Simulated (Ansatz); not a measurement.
Starting cell, TiAl (CuAu type, space group P4/mmm):

```yaml
crystal:
  lattice:
    - [5.64852, 0.00000, 0.00000]
    - [0.00000, 2.82426, 0.00000]
    - [0.00000, 0.00000, 4.07079]
  atoms:
    - { symbol: Al, position: [0.25000, 0.50000, 0.50000] }
    - { symbol: Al, position: [0.75000, 0.50000, 0.50000] }
    - { symbol: Ti, position: [0.00000, 0.00000, 0.00000] }
    - { symbol: Ti, position: [0.50000, 0.00000, 0.00000] }
```

A phonon eigenvector at X = (0.5, 0.0, 0.0) is frozen into this cell: atom i moves by Q times the vector below, so Q is the largest atomic displacement, in Å. The cell is held. (q is in reciprocal vectors of the primitive cell; the cell shown is doubled to hold the pattern.)

| atom | x | y | z |
|---|---|---|---|
| Al1 | 0.000 | -1.000 | 0.000 |
| Al2 | 0.000 | 1.000 | 0.000 |

Atoms not listed stay in place.

These are PBE (plane waves to 420 eV, PAW, scalar-relativistic; Ansatz, a first-principles code) values and carry that method's errors. k mesh 8×16×12 (Γ-centred), Fermi-Dirac smearing 0.05 eV. The energy includes the smearing's −TS. With partly filled bands, energies and forces of such displacements shift with the k mesh and the smearing. TiAl is run without spin polarisation. TiAl was relaxed with its symmetry unable to fall. The zero of ΔE is the undisplaced structure.

The scan covers Q from -0.180 to 0.180 Å in 13 points.

**Question.** Is this a single well or a double well?

**Answer.** A single well with its minimum at or next to zero displacement.

**Question.** Which space group does the distorted structure have?

**Answer.** Pmma (No. 51), lowered from P4/mmm.

**Question.** What is the energy change at Q = 0.180 Å?

**Answer.** 151 meV/cell.

**Question.** What harmonic wavenumber does the curvature at Q = 0 give?

**Answer.** 218 cm⁻¹.

(A displaced cell: forces are minus the slopes of the energy, force constants its curvatures, and phonons follow from these.)
